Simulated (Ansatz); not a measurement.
CrAgO$_{2}$ in space group R-3m (No. 166; Cr on 3b, Ag on 3a, O on 6c), DFT-r²SCAN in the program Ansatz with PAW potentials. The conduction-band minimum lies at Γ, with 1 equivalent valley. Second derivatives d²E/dk² of the lowest band at one valley (eV·Å²), along Cartesian directions:

```tsv
direction	d²E/dk²
[100]	4.974
[010]	4.974
[001]	29.66
[110]	4.974
[101]	17.32
[011]	17.32
```

Question: Find the principal effective masses, the density-of-states mass and the conductivity mass.

Answer: Off-diagonal terms follow from H_xy = H[110] − (H_xx + H_yy)/2, and m*/mₑ = 7.620 eV·Å² over each eigenvalue: 0.26, 1.5, 1.5. One valley's DOS mass (m₁m₂m₃)^(1/3) = 0.84, conductivity mass 3/(Σ 1/mᵢ) = 0.58 mₑ.

Question: What effective density of states Nc follows at 300 K for parabolic valleys?

Answer: Nc = 2.509e19 × 1 × (0.84)^(3/2) / 2 (one spin channel) ≈ 9.7e18 cm⁻³.

The workflow started from a Materials Project entry (that database holds measured and hypothetical structures alike); the Crystallography Open Database files this formula in space group No. 166, but the cells were not matched. Whether it is the stable phase at ambient conditions was not checked. Symmetry was held in the r²SCAN relaxation; its stability against distortions is not shown here. Spin order of the final state: ferromagnetic, the only order run, not a proven ground state. Other orbital occupations within this spin state were not tried. No Hubbard U is applied. Scalar-relativistic: spin–orbit coupling is off unless named, which matters more the heavier the elements.

Potentials: the later of the program's two PAW sets.

Edges and masses are those of Kohn–Sham bands, whose gap is no quasiparticle gap.
